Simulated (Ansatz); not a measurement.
CH3OH on the (001) surface of Ru, space group P6_3/mmc (No. 194) (top face towards +c; held atoms: 1, 2, 3, 4, 5, 6, 7, 8), one molecule per 25.2 Å². Starting structure (upright, lowest atom H over a bridge Ru-Ru site; the molecule's atoms stand last):

```yaml
crystal:
  lattice:
    - [5.39519, 0.00000, 0.00000]
    - [-2.69759, 4.67237, 0.00000]
    - [0.00000, 0.00000, 27.08893]
  atoms:
    - { symbol: Ru, position: [0.33333, 0.16667, 0.29532] }
    - { symbol: Ru, position: [0.33333, 0.66667, 0.29532] }
    - { symbol: Ru, position: [0.83333, 0.16667, 0.29532] }
    - { symbol: Ru, position: [0.83333, 0.66667, 0.29532] }
    - { symbol: Ru, position: [0.16667, 0.33333, 0.37406] }
    - { symbol: Ru, position: [0.16667, 0.83333, 0.37406] }
    - { symbol: Ru, position: [0.66667, 0.33333, 0.37406] }
    - { symbol: Ru, position: [0.66667, 0.83333, 0.37406] }
    - { symbol: Ru, position: [0.33333, 0.16667, 0.45332] }
    - { symbol: Ru, position: [0.33333, 0.66667, 0.45332] }
    - { symbol: Ru, position: [0.83333, 0.16667, 0.45332] }
    - { symbol: Ru, position: [0.83333, 0.66667, 0.45332] }
    - { symbol: Ru, position: [0.16667, 0.33333, 0.52961] }
    - { symbol: Ru, position: [0.16667, 0.83333, 0.52961] }
    - { symbol: Ru, position: [0.66667, 0.33333, 0.52961] }
    - { symbol: Ru, position: [0.66667, 0.83333, 0.52961] }
    - { symbol: C, position: [0.45017, 0.84395, 0.67056] }
    - { symbol: O, position: [0.57365, 0.88305, 0.62376] }
    - { symbol: H, position: [0.35942, 0.98746, 0.67544] }
    - { symbol: H, position: [0.61702, 0.89677, 0.69906] }
    - { symbol: H, position: [0.27881, 0.61744, 0.67544] }
    - { symbol: H, position: [0.41667, 0.83333, 0.59975] }
```

Level of theory: DFT PBE+D3(BJ), scalar-relativistic, plane waves, PAW (Ansatz). Cutoff 420 eV; k points 4×4×1 on the computed 22-atom cell (Γ-centred); Gaussian smearing, width 0.10 eV; no spin polarisation. The cell repeats along c with a dipole correction in the vacuum.

E_ads is per molecule, from the clean relaxed slab and the free relaxed molecule; negative means bound; no zero-point or thermal terms, forces under 0.04 eV/Å, and the free molecule is spin-polarised where open-shell. Heights count from the highest slab atom.

Question: How strongly does it adsorb?

Answer: -0.75 eV.

Question: Does the molecule survive, and how close does it come to the surface?

Answer: It stays whole. Its lowest atom lies 2.17 Å over the highest slab atom; shortest contacts O–Ru 2.33 Å.

Question: How do the dipole along +c and the top face's work function change?

Answer: The dipole changes by +0.251 e·Å a cell, the work function by -1.77 eV.

Each end is the local minimum that its start leads to.

Spin polarisation was left out, and a magnetic state may lie lower.